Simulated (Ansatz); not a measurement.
Each is relaxed and computed with PBE (plane waves, PAW; program Ansatz). Which is the only metal?
(A) SiGe, R-3m (Si on 6c, Ge on 6c)
(B) GeS, P4/nmm (Ge on 2c, S on 2a)
(C) GeSe, wurtzite
(D) YGe2, Fddd (Ge on 16f, Y on 8a)

D, YGe2, Fddd (Ge on 16f, Y on 8a). YGe2: metal; GeS: gap 0.53 eV (indirect); GeSe: gap 0.91 eV (indirect); SiGe: gap 0.38 eV (indirect). Constructed cells (a structure type filled with these elements, in neither database checked): YGe2, Fddd (Ge on 16f, Y on 8a); GeS, P4/nmm (Ge on 2c, S on 2a); GeSe, wurtzite. Typed or built starts, not in the databases checked: SiGe, R-3m (Si on 6c, Ge on 6c). Not the usual ambient phase: GeSe, wurtzite. Weakly bound layers, chains or molecules computed without a dispersion correction, so cells and soft constants are ill determined: GeS, P4/nmm (Ge on 2c, S on 2a). All cells were relaxed under the symmetry of their starts (and spin orders); stability against distortions was not tested throughout. Rows with no word on spin ran without spin polarisation. Scalar-relativistic: spin–orbit coupling is off unless named, which matters more the heavier the elements.

Potentials: the later of the program's two PAW sets.
